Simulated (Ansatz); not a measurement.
# CuI, first-principles data

CuI:
```cif
data_CuI
_chemical_formula_sum 'Cu1 I1'
_space_group_name_H-M_alt 'Pm-3m'
_space_group_IT_number 221
_space_group_name_Hall '-P 4 2 3'
_cell_length_a 3.53927
_cell_length_b 3.53927
_cell_length_c 3.53927
_cell_angle_alpha 90.000
_cell_angle_beta 90.000
_cell_angle_gamma 90.000
loop_
_atom_site_label
_atom_site_type_symbol
_atom_site_symmetry_multiplicity
_atom_site_Wyckoff_symbol
_atom_site_fract_x
_atom_site_fract_y
_atom_site_fract_z
_atom_site_occupancy
Cu1 Cu 1 a 0.00000 0.00000 0.00000 1
I1 I 1 b 0.50000 0.50000 0.50000 1
```

Space group Pm-3m (No. 221), CsCl type; conventional cell a = 3.539 Å, b = 3.539 Å, c = 3.539 Å, α = 90.00°, β = 90.00°, γ = 90.00°.

Method: PBEsol in the plane-wave PAW code Ansatz. Geometry: relaxed at this level of theory. Other levels are named where they apply.

**Cell and energy**

| Property | Result |
|---|---|
| Volume per atom | 22.17 Å³ |
| Density | 7.13 g/cm³ |
| Formation energy from the elements (no fitted shifts) | 0.60 eV/atom |

**Electronic structure**

| Property | Result |
|---|---|
| Electronic character | metallic (no gap) |
| Density of states at the Fermi level | 0.79 states/eV per atom (mean over ±0.08 eV) |
| Gap with spin–orbit coupling | none (metallic) |

**Magnetism**

| Quantity | Value |
|---|---|
| Magnetic order | non-magnetic (starting moments vanished) |

**Mechanics**

| Property | Value |
|---|---|
| Bulk modulus (Birch–Murnaghan fit) | 45.6 GPa |
| Pressure derivative B′ | 5.0 |
| Elastic constants (relaxed ions, GPa) | C11 = 78.2, C12 = 30.4, C44 = -38.5 |
| Mechanical stability | unstable (C has a negative eigenvalue) |

**Phonons**

| Property | Result |
|---|---|
| Zone-centre stability | unstable, softest mode 75i cm⁻¹ |

The start of the workflow was typed in or built on a structure type; neither database checked (COD, Materials Project) lists it. It is not the phase usual at ambient conditions (space group No. 216). The PBEsol relaxation kept the symmetry of its start. The workflow began spin-polarised and lost its moments. Its formation energy is positive at this level, so the cell may be metastable or incomplete. As this level gives no gap, shear constants depend on the k-mesh and smearing (Fermi–Dirac, 0.1 eV here). As this level gives no gap, phonon frequencies hold no LO–TO term and depend on the k-mesh and smearing (Fermi–Dirac, 0.1 eV here). The references are the lowest solids computed at this level, not always the standard phases. Scalar-relativistic: spin–orbit coupling is off unless named, which matters more the heavier the elements.

Potentials: the earlier of the program's two PAW sets. The files were generated under PBE; for other functionals the program regenerates the frozen cores, and for LDA and PBEsol the local potential too.
